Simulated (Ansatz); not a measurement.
MoSe$_{2}$:
```
MoSe2
1.0
    3.32055     0.00000     0.00000
   -1.66027     2.87568     0.00000
    0.00000     0.00000    15.15070
Mo Se
2 4
Direct
  0.33333   0.66667   0.25000
  0.66667   0.33333   0.75000
  0.33333   0.66667   0.63985
  0.66667   0.33333   0.13985
  0.66667   0.33333   0.36015
  0.33333   0.66667   0.86015
```

Relaxed with PBE. Special points in fractions of this cell's reciprocal vectors: Γ (0.000, 0.000, 0.000); M (0.500, 0.000, 0.000); K (0.333, 0.333, 0.000); A (0.000, 0.000, 0.500); L (0.500, 0.000, 0.500); H (0.333, 0.333, 0.500).

Question: List the band energies nearest the valence-band maximum at these points for PBE in the plane-wave PAW code Ansatz.

Answer: In eV from the valence-band maximum; about four levels below and three above (degenerate sets whole), none deeper than 8.9 eV; points with the same levels are listed once.

```
k                                below                above
-  -----------------------------------  -------------------
Γ  -1.17 -1.17 -1.17 -1.17 -0.48 -0.03  2.80 2.80 2.81 2.81
M              -0.71 -0.71 -0.71 -0.68       1.84 1.85 2.22
K               -2.12 -2.12 -0.04 0.00       1.43 1.43 2.44
A  -1.17 -1.17 -1.17 -1.17 -0.20 -0.20  2.81 2.81 2.81 2.81
L              -0.71 -0.71 -0.70 -0.70  1.85 1.85 2.26 2.26
H              -2.13 -2.13 -0.02 -0.02  1.43 1.43 2.56 2.56
```

Space group P6_3/mmc. The PBE relaxation kept the symmetry of its start. No spin polarisation was allowed. The volume lies over 15 % above that of the usual cell of this phase: another minimum, or an error of the functional. A crystal of weakly bound layers computed without a dispersion correction: the cell and the soft elastic constants depend strongly on that. Scalar-relativistic: spin–orbit coupling is off unless named, which matters more the heavier the elements.

Potentials: the later of the program's two PAW sets.
